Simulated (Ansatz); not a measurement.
LaB6:
```
CELL_PARAMETERS angstrom
      4.12971     0.00000     0.00000
      0.00000     4.12971     0.00000
      0.00000     0.00000     4.12971
ATOMIC_POSITIONS crystal
  La 0.00000 0.00000 0.00000
  B  0.80035 0.50000 0.50000
  B  0.19965 0.50000 0.50000
  B  0.50000 0.80035 0.50000
  B  0.50000 0.19965 0.50000
  B  0.50000 0.50000 0.80035
  B  0.50000 0.50000 0.19965
```

Relaxed with PBEsol. Special points in fractions of this cell's reciprocal vectors: Γ (0.000, 0.000, 0.000); X (0.000, 0.500, 0.000); M (0.500, 0.500, 0.000); R (0.500, 0.500, 0.500).

Q: List the band energies nearest the Fermi level at these points for the program Ansatz at the PBEsol level (PAW).

A: In eV from the Fermi level; about four levels below and three above (degenerate sets whole), none deeper than 8.9 eV; points with the same levels are listed once.

```
k                                below                above
-  -----------------------------------  -------------------
Γ        -6.94 -6.94 -1.85 -1.85 -1.85       0.21 0.21 0.21
X        -3.45 -3.45 -3.16 -2.54 -1.46       1.50 1.63 1.63
M              -4.49 -4.49 -2.86 -2.86       1.04 1.04 2.00
R  -4.69 -4.69 -4.69 -2.36 -2.36 -2.36  1.50 1.80 1.80 1.80
```

Space group Pm-3m. The PBEsol relaxation kept the symmetry of its start; of distortions, only those at the zone centre were tested. Spin–orbit coupling is left out wherever it is not named.

Potentials: the earlier of the program's two PAW sets.
